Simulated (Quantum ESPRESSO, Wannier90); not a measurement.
Bi2Se3 (R-3m), plane waves to Wannier functions

```xyz
5
Lattice="-2.0957 3.6298 0.0000 -4.1914 0.0000 0.0000 -2.0957 1.2099 9.9762" Properties=species:S:1:pos:R:3 pbc="T T T"
Bi     2.0957    -1.2099     1.9486
Bi    -2.0957     1.2099    -1.9486
Se     0.0000     0.0000     0.0000
Se     2.0957    -1.2099    -3.5201
Se    -2.0957     1.2099     3.5201
```

Structure: Materials Project mp-541837, symmetrised, not relaxed again. COD (Crystallography Open Database) has the formula in 2 space groups, this one among them (matched by group alone). Method: PBEsol plane waves in Quantum ESPRESSO 7.5 (PseudoDojo norm-conserving files, 69 Ry, no spin polarisation, no spin-orbit coupling), Bloch states on a 6×6×6 mesh through Γ, Wannier90 4.0.1. Density: 8×8×8 mesh, Gaussian smearing 0.01 Ry. Spin-orbit coupling is left out although heavy elements are present.

Bands 29-30 form an isolated set from -10.60 to -8.34 eV relative to the valence-band maximum (on the path) and are turned into 2 Wannier functions by minimising the spread from the start: atomic waves Bi 6s.

Centres (Cartesian, Å; one of the equivalent choices) and spreads:

| n | x | y | z | spread (Å²) | nearest atom |
|---|---|---|---|---|---|
| 1 | 2.096 | -1.210 | 2.110 | 4.583 | Bi1 |
| 2 | -2.096 | 1.210 | -2.110 | 4.583 | Bi2 |

Ω_I = 9.09 Å², Ω_total = 9.17 Å²; the interpolated bands follow pw.x to 2.6 meV rms on the path. Only this start was tried; a symmetric start can stop on a saddle, and mixtures of these functions could lower the total by at most Ω_total − Ω_I.
